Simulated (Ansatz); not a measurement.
Mg3CdTe4: relaxed-ion elastic tensor

The calculation used DFT PBE, scalar-relativistic, plane waves, PAW in Ansatz. Plane waves to 420 eV; Γ-centred k mesh 12×12×4; fixed occupations. No spin polarisation.

The cell, relaxed at this level:
```
CELL_PARAMETERS angstrom
4.26807 0.00000 0.00000
-2.13403 3.69626 0.00000
0.00000 0.00000 13.85429
ATOMIC_POSITIONS crystal
Mg 0.00000 0.00000 0.00000
Mg 0.00000 0.00000 0.75221
Mg 0.00000 0.00000 0.24779
Cd 0.00000 0.00000 0.50000
Te 0.33333 0.66667 0.87641
Te 0.33333 0.66667 0.36979
Te 0.66667 0.33333 0.12359
Te 0.66667 0.33333 0.63021
```

The cell was found from a structure generator's guess, not taken from experiment. Spin–orbit coupling is left out, which matters for heavy elements.

Question: Give the relaxed-ion elastic constants (GPa, Voigt order xx yy zz yz xz xy, on the Cartesian axes of the cell above).

Answer:
```
71.1 37.0 28.4 -1.8  0.0  0.0
37.0 71.1 28.4  1.8  0.0  0.0
28.4 28.4 86.5  0.0  0.0  0.0
-1.8  1.8  0.0 10.0  0.0  0.0
 0.0  0.0  0.0  0.0 10.0 -1.8
 0.0  0.0  0.0  0.0 -1.8 17.1
```

Question: Is the crystal stable against homogeneous strain?

Answer: Yes: the least eigenvalue of the tensor is 9.5 GPa.

Question: And the moduli of a polycrystal (Hill averages)?

Answer: B = 46 GPa, G = 15 GPa, E = 41 GPa, ν = 0.35.
